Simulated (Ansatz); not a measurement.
## Tl2PdC4N4: checking a database structure before trusting its electric field gradients

The cell is a refined structure from the COD, taken as it stands.

```cif
data_Tl2PdC4N4
_symmetry_space_group_name_H-M 'P2_1/c'
_symmetry_Int_Tables_number 14
_cell_length_a 6.2770
_cell_length_b 7.4370
_cell_length_c 10.0447
_cell_angle_alpha 90.000
_cell_angle_beta 112.526
_cell_angle_gamma 90.000
loop_
_atom_site_label
_atom_site_type_symbol
_atom_site_symmetry_multiplicity
_atom_site_Wyckoff_symbol
_atom_site_fract_x
_atom_site_fract_y
_atom_site_fract_z
Tl Tl 4 e 0.3129 0.8498 0.0843
Pd Pd 2 c 0.0000 0.5000 0.0000
C7 C 4 e 0.2695 0.3356 0.0621
C11 C 4 e 0.9903 0.4979 0.7977
N15 N 4 e 0.4295 0.2375 0.1019
N19 N 4 e 0.9842 0.4975 0.6842
```

One atom of each set is listed.

Level of theory: DFT, PBE, plane waves and PAW, scalar-relativistic, 420 eV cutoff, Γ-centred 6×5×4 k-points, Fermi–Dirac smearing 0.05 eV (Ansatz 0.2.0).

Problem. Do the atoms and the cell lie near the calculated equilibrium?

Solution. No. The largest force is 5.6 eV/Å, on atom 11 (C: 1 N at 1.13 Å, 1 Pd at 2.01 Å, angle 180°), and the pressure is 3.3 GPa, with principal stresses up to 9 GPa in size. Such values can come from imprecise or misplaced coordinates, missing atoms or a wrong setting of the space group; the run alone doesn't tell which, and gradients calculated on this entry can't be taken for those of the compound at ambient conditions.
